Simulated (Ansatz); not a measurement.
Question: Name crystals whose computed values (r²SCAN (plane waves, PAW; program Ansatz)) fall in these windows: G_Hill (GPa) 23 to 29; B₀ by P(V) fit (GPa) 33 to 47; highest Γ mode, no LO–TO term (cm⁻¹) 130 to 180.

Answer: 

```json
[
 {"crystal": "Y, hcp (Mg type)", "G_Hill (GPa)": "24.4", "B₀ by P(V) fit (GPa)": "41.0", "highest Γ mode, no LO–TO term (cm⁻¹)": "157"}
]
```
Others may fit too.

The cell was relaxed under the symmetry of its start. Rows with no word on spin ran without spin polarisation. Spin–orbit coupling is left out wherever it is not named.

Potentials: the later of the program's two PAW sets.
